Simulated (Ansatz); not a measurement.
Nb2SiN in space group P6_3/mmc (No. 194; Si on 2d, Nb on 4f, N on 2a) at seven volumes, the program Ansatz at the PBE level (PAW), shape and atoms relaxed at each. One row is withheld.

```tsv
V (Å³/atom)	P (GPa)
12.558	24.24
12.972	14.88
13.386	?
13.800	0.00
14.214	-5.81
14.628	-10.73
15.042	-14.86
```

Question: Fit the shown pressures and predict the withheld one.

Answer: P = (3/2)B₀(x^(7/2) − x^(5/2))[1 + (3/4)(B′ − 4)(x − 1)] with x = (V₀/V)^(2/3). Least squares on the six rows gives V₀ = 13.800 Å³/atom, B₀ = 209 GPa, B′ = 4.41. At V = 13.386, x = 1.0205 and P = 6.81 GPa. The run itself gave 6.84 GPa.

The start of the workflow was typed in or built on a structure type; neither database checked (COD, Materials Project) lists it. Whether it is the stable phase at ambient conditions was not checked. The PBE relaxation kept the symmetry of its start; its stability against distortions is not shown here. The workflow began spin-polarised and lost its moments.

Potentials: the earlier of the program's two PAW sets.
